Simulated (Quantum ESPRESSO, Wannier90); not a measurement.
**Wannierisation of HfBrN (R-3m)**

```xyz
6
Lattice="-1.8023 3.1216 0.0000 -3.6045 0.0000 0.0000 -1.8023 1.0405 10.0658" Properties=species:S:1:pos:R:3 pbc="T T T"
Hf     1.8023    -1.0405    -3.7476
Hf    -1.8023     1.0405     3.7476
Br     1.8023    -1.0405     1.7717
Br    -1.8023     1.0405    -1.7717
N      0.0000     0.0000     4.1742
N      0.0000     0.0000    -4.1742
```

Structure: Materials Project mp-30302, symmetrised, not relaxed again. Not found in the COD (Crystallography Open Database) copy used, which has the formula in other groups; not checked further. Method: PBEsol plane waves in Quantum ESPRESSO 7.5 (PseudoDojo norm-conserving files, 68 Ry, spinors with spin-orbit coupling), Bloch states on a 4×4×4 mesh through Γ, Wannier90 4.0.1. Density: 10×10×10 mesh, cold smearing 0.01 Ry. The cell is built of weakly bound layers, chains or molecules. Database cells relaxed without dispersion often hold them too far apart, which can enlarge gaps and weakens couplings between them; spacing and stacking were not compared with the measured crystal.

Bands 17-20 form an isolated set from -15.14 to -14.06 eV relative to the valence-band maximum (on the path) and are turned into 4 Wannier functions by minimising the spread from the start: atomic waves Br 4s.

Task: Where do the functions sit, how wide are they and what are they made of?

Result: 
| functions | spread (Å²) | nearest atom, distance (Å) | second atom, distance (Å) | weight on atomic waves |
|---|---|---|---|---|
| 4 | 1.53 | Br 0.21 | Hf 2.73 | Br 4s 85 %, Hf 6s 6 %, Hf 5d 5 % |

Ω_I = 6.03 Å², Ω_total = 6.11 Å²; the interpolated bands follow pw.x to 2.4 meV rms on the path. Only this start was tried; a symmetric start can stop on a saddle, and mixtures of these functions could lower the total by at most Ω_total − Ω_I.
